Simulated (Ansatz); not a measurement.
A trial cell of Au was relaxed with PBE (plane waves to 420 eV, PAW, scalar-relativistic; Ansatz, a first-principles code).

Before: P4/nmm, origin choice 1 (No. 129), tP4; a = b = 4.6131 Å, c = 3.1916 Å, α = β = γ = 90.00°.

After relaxation:

Simulated powder pattern, Cu Kα1, λ = 1.54056 Å (kinematic, ideal powder, no thermal factors, no anomalous dispersion; the 24 strongest lines at most, above 1 %, up to 2θ = 90°):

```
2θ (°)  I/Imax (%)
------  ----------
36.24           65
39.91          100
52.19           23
62.92          6.7
67.66           43
74.83           16
76.93          7.6
86.08           12
88.13           11
```

Question: Identify the relaxed structure from its pattern: crystal system, space group and cell.

Answer: Tetragonal, I4/mmm (No. 139), tI2, AFLOW prototype A_tI2_139_a (A_a); a = 3.502 Å, b = 3.502 Å, c = 2.952 Å, α = 90.00°, β = 90.00°, γ = 90.00°. Sites: Au 2a (0.000, 0.000, 0.000).

Question: Index the strongest lines.

Answer: 36.24° (110), 39.91° (101), 52.19° (200), 67.66° (211), 74.83° (112).

No spin polarisation in the result.

The run could not lose the symmetry of its start: the end is stationary, and may be a saddle point rather than a minimum.

The relaxed structure here is a generated cell of Au: the first start was made by placing the elements on the sites of a structure type, and the end was not matched to a known phase here, so it may be hypothetical. Known forms of Au include space group No. 225.
